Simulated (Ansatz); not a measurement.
MoPd:
```
CELL_PARAMETERS angstrom
      3.13884     0.00000     0.00000
      0.00000     3.13884     0.00000
      0.00000     0.00000     3.13884
ATOMIC_POSITIONS crystal
  Pd 0.00000 0.00000 0.00000
  Mo 0.50000 0.50000 0.50000
```

This is the r²SCAN-relaxed structure.

### Question
All from r²SCAN in the plane-wave PAW code Ansatz, unless another level is named. Predict the density of states at the Fermi level.

### Answer
1.5 states/eV per atom (mean over ±0.08 eV).

### Question
Give the formation energy from the elements (no fitted shifts).

### Answer
0.54 eV/atom.

Space group Pm-3m (CsCl type). The start of the workflow was typed in or built on a structure type; neither database checked (COD, Materials Project) lists it. Whether it is the stable phase at ambient conditions was not checked. The cell was relaxed with r²SCAN under the symmetry of its start. At this level the phase is mechanically unstable. No spin polarisation was allowed. Its formation energy is positive at this level, so the cell may be metastable or incomplete. The references are the lowest solids computed at this level, not always the standard phases. Spin–orbit coupling is left out wherever it is not named.

Potentials: the later of the program's two PAW sets.
